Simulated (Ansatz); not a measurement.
An Ansatz input and the part of its output that reports the observables at the nuclei.

The cell is an entry of the Crystallography Open Database (COD), its atoms then relaxed with PBE in this cell.

```yaml
crystal:
  lattice:
    - [7.617, 0.0, 0.0]
    - [-3.8085, 6.5965155006, 0.0]
    - [0.0, 0.0, 2.9134]
  atoms:
    - { symbol: Si, position: [0.1740483634, 0.7679428864, 0.25] }
    - { symbol: Si, position: [0.406105477, 0.1740483634, 0.75] }
    - { symbol: Si, position: [0.2320571136, 0.406105477, 0.25] }
    - { symbol: Si, position: [0.8259516366, 0.2320571136, 0.75] }
    - { symbol: Si, position: [0.593894523, 0.8259516366, 0.25] }
    - { symbol: Si, position: [0.7679428864, 0.593894523, 0.75] }
    - { symbol: "N", position: [0.3333333333, 0.6666666667, 0.25] }
    - { symbol: "N", position: [0.6666666667, 0.3333333333, 0.75] }
    - { symbol: "N", position: [0.3297879503, 0.0300001252, 0.25] }
    - { symbol: "N", position: [0.2997878252, 0.3297879503, 0.75] }
    - { symbol: "N", position: [0.9699998748, 0.2997878252, 0.25] }
    - { symbol: "N", position: [0.6702120497, 0.9699998748, 0.75] }
    - { symbol: "N", position: [0.7002121748, 0.6702120497, 0.25] }
    - { symbol: "N", position: [0.0300001252, 0.7002121748, 0.75] }
kpoints:
  mp_grid: { grid: [4, 4, 9] }
scf:
  occupations: { method: fermi_dirac, width: 0.02 }
hamiltonian:
  xc: r2scan
  pseudopotentials: { kind: paw }
output:
  forces: true
  stress: true
  populations: true
  efg:
    quadrupole_moments_barn: { "N": 0.02044 }
    contact_densities: true
```

```sh
ansatz run input.yaml --threads 1 --pin off --max-ram 2560MiB --backend cpu --events-out ev --progress --plain --runs-dir out
```

Of the output, the block on the nuclei alone is shown; the set-up, the SCF iterations, energies, forces and stress are cut. One atom of each set with nearly equal values is shown.

```
--- PAW observables at the nuclei: V_zz in 10²¹ V/m², potentials from the cell's mean, atoms counted from 1 ---
  atom   1  Si V_zz =    +0.976755   η = 0.3983   by run symmetry: allowed
            electrostatic potential = -1359.055121 V   contact ρ = 12782.637644 e/Å³
  atom   7  N  V_zz =    -5.009939   η = 0.0000   by run symmetry: allowed   C_q = -2.4761 MHz
            electrostatic potential = -516.283246 V   contact ρ = 1408.257542 e/Å³
  atom   9  N  V_zz =    -4.982280   η = 0.0826   by run symmetry: allowed   C_q = -2.4624 MHz
            electrostatic potential = -515.859751 V   contact ρ = 1408.203123 e/Å³
```

The run took 32 s of wall time (32 s of CPU time) and 0.82 GiB at its peak, on 1 thread of Arm Neoverse V1 (aarch64; 8 cores open to the job, memory cap 2.5 GiB, no GPU), a shared host with a load of 0.5 a core.
